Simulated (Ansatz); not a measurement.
CdS:
```xyz
4
Lattice="4.1647 0.0000 0.0000 -2.0823 3.6067 0.0000 0.0000 0.0000 6.7681" Properties=species:S:1:pos:R:3 pbc="T T T"
Cd     2.0823     1.2022     3.3845
Cd     0.0000     2.4045     0.0004
S      2.0823     1.2022     5.9351
S      0.0000     2.4045     2.5511
```

Relaxed with r²SCAN. DFT-r²SCAN in the program Ansatz with PAW potentials gives a gap of 1.63 eV.

Task: What gap does HSE06 give on the same cell (Ansatz, PAW)?

Result: 2.19 eV, 0.56 eV more. The hybrid was solved on a coarser mesh and at special points; the gap given is the minimum over both.

| k | v1 r²SCAN | c1 r²SCAN | v1 HSE06 | c1 HSE06 |
|---|---|---|---|---|
| Γ | 0.00 | 1.63 | 0.00 | 2.19 |
| A | -0.38 | 3.26 | (withheld) | (withheld) |
| K | -1.62 | 4.96 | (withheld) | (withheld) |
| H | -1.09 | 4.85 | (withheld) | (withheld) |
| M | -0.74 | 4.14 | (withheld) | (withheld) |
| L | -1.30 | 3.88 | -1.36 | 4.51 |

Task: Top valence (v1) and lowest conduction level (c1) in eV from each method's valence maximum (which need not be a listed point): supply the withheld HSE06 values.

Result: 
- K, v1 HSE06: -1.71
- K, c1 HSE06: 5.63
- M, v1 HSE06: -0.78
- M, c1 HSE06: 4.81
- A, v1 HSE06: -0.40
- A, c1 HSE06: 3.88
- H, v1 HSE06: -1.15
- H, c1 HSE06: 5.51

Cost on shared cores: the r²SCAN run (SCF on a 8×8×4 mesh, then bands and DOS) roughly 50 core-seconds, the HSE06 run (SCF on 6×6×3, then a few points) about 100 core-seconds (a rough figure); the tasks are unlike.

Space group P6_3mc (wurtzite). Symmetry was held in the r²SCAN relaxation. Scalar-relativistic: spin–orbit coupling is off unless named, which matters more the heavier the elements.

Potentials: the earlier of the program's two PAW sets. The files were generated under PBE; for other functionals the program regenerates the frozen cores, and for LDA and PBEsol the local potential too.
